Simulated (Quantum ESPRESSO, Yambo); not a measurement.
AgCl (space group Cmcm, No. 63). Cell and atoms were relaxed with PBEsol from Materials Project entry mp-570858, within its symmetry. Chain: PBEsol (pw.x of Quantum ESPRESSO, ONCV potentials, scalar-relativistic); G0W0 in Yambo (4×4×4 Γ-centred k mesh, bands 9 to 99 and a 6 Ry block in the screening, 99 bands in G with the Bruneval-Gonze terminator, plasmon pole fitted at 27.2 eV); BSE (4×4×4 mesh, 16 valence and 8 conduction bands, static screening with 56 bands and a 4 Ry block, scissor 1.50 eV, Tamm-Dancoff).

```json
{
 "PBEsol gap (dense path)": "0.34 eV",
 "PBEsol gap (0.25, 0.25, 0) → Γ on the GW mesh": "0.34 eV",
 "PBEsol smallest direct gap on the GW mesh, at Γ": "1.87 eV",
 "G0W0 direct gap at that point": "3.37 eV",
 "G0W0 correction to the gap (0.25, 0.25, 0) → Γ": "1.38 eV",
 "lowest_exciton": "no binding energy given (see below)"
}
```

Rough cost of the Yambo steps against G0W0 for 14 states: BSE about 1/2.

Nearest settings tried, and what they do to the gap: 69 bands in G: +18 meV; 55 bands in W: +209 meV; 3 Ry block (45 vectors against 127): +4 meV. Not varied: mesh. So the settings aren't converged at that level. The BSE states are vertical excitations (zero momentum); the indirect quasiparticle gap, about 1.72 eV, is smaller than the direct one (3.37 eV on the GW mesh). The lowest state covers only about 1 of the 64 k points, so the mesh doesn't resolve it: its energy and its distance from the direct gap are mesh artefacts. An extended exciton needs a far denser mesh. Axes are Cartesian, with cell vectors (Å) (1.85, -5.43, 0.00), (1.85, 5.43, 0.00), (0.00, 0.00, 3.84).

Spin-orbit splittings are left out.

This is not the ordinary phase of the substance; no match was found in the copy of COD used, and its stability was not checked.
